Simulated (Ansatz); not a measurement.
Sc4N3O:
Space group Pm-3m (No. 221); a = 4.494 Å, b = 4.494 Å, c = 4.494 Å, α = 90.00°, β = 90.00°, γ = 90.00°

```tsv
atom	site	symmetry	x	y	z
Sc	3c	4/mm.m	0.0000	0.5000	0.5000
Sc	1a	m-3m	0.0000	0.0000	0.0000
O	1b	m-3m	0.5000	0.5000	0.5000
N	3d	4/mm.m	0.0000	0.0000	0.5000
```

Relaxed with PBE in the plane-wave PAW code Ansatz. Indices refer to the conventional cell of Pm-3m, a = b = c = 4.4944 Å, α = β = γ = 90.00°.

### Question
Simulate the powder diffraction pattern (Cu Kα, λ = 1.54184 Å; lines above 1 %) up to 2θ = 90°.

### Answer
Simulated powder pattern, Cu Kα, λ = 1.54184 Å (kinematic, ideal powder, no thermal factors, no anomalous dispersion; the 30 strongest lines at most, above 1 %, up to 2θ = 90°):

| 2θ (°) | d (Å) | I/Imax (%) | hkl |
|---|---|---|---|
| 34.57 | 2.595 | 56 | (111) |
| 40.13 | 2.247 | 100 | (200) |
| 58.05 | 1.589 | 57 | (220) |
| 69.35 | 1.355 | 21 | (311) |
| 72.91 | 1.297 | 17 | (222) |
| 86.65 | 1.124 | 7.8 | (400) |

The start of the workflow was typed in or built on a structure type; neither database checked (COD, Materials Project) lists it. Its standing as an ambient phase is unchecked. The cell was relaxed with PBE under the symmetry of its start; whether a distortion lowers the energy is not shown. The run is not spin-polarised.

Potentials: the earlier of the program's two PAW sets.
